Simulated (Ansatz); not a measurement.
# Cs: distorted cells

All numbers below come from Ansatz 0.2.0, DFT PBEsol, scalar-relativistic, plane waves, PAW.

Cutoff 420 eV; k points 9×9×6 on the computed 2-atom cell (Γ-centred); Gaussian smearing, width 0.10 eV; no spin polarisation.

Reference cell:

```yaml
crystal:
  lattice:
    - [5.56631, 0.00000, 0.00000]
    - [-2.78315, 4.82056, 0.00000]
    - [0.00000, 0.00000, 9.25848]
  atoms:
    - { symbol: Cs, position: [0.33333, 0.66667, 0.25000] }
    - { symbol: Cs, position: [0.66667, 0.33333, 0.75000] }
```

Each variant moves atoms of this cell by the vectors given, if any (Å), and then applies a symmetric strain (tensor components, Cartesian axes). The reference cell isn't relaxed at this level. Energies are per atom at zero smearing, counted from the lowest variant. Pressure is positive in compression.

1. strain (xx yy zz yz xz xy, %) -1.02 -1.02 0.48 0.00 0.00 0.00
2. strain (xx yy zz yz xz xy, %) -0.27 -0.27 2.73 0.00 0.00 0.00
3. strain (xx yy zz yz xz xy, %) 3.49 3.49 4.99 0.00 0.00 0.00
4. strain (xx yy zz yz xz xy, %) 4.25 4.25 2.75 0.00 0.00 0.00

```tsv
result	ΔE (meV/atom)	P (GPa)
A	29.6	-0.33
B	6.7	-0.24
C	27.7	-0.33
D	0.0	-0.19
```

(1) Which variant gave which result?

## Answers

(1) A is 3, B is 2, C is 4, D is 1. The pressure falls as the cell grows: from the smallest volume to the largest the variants are 1, 2, 4, 3.

This form isn't the element's structure at ambient conditions.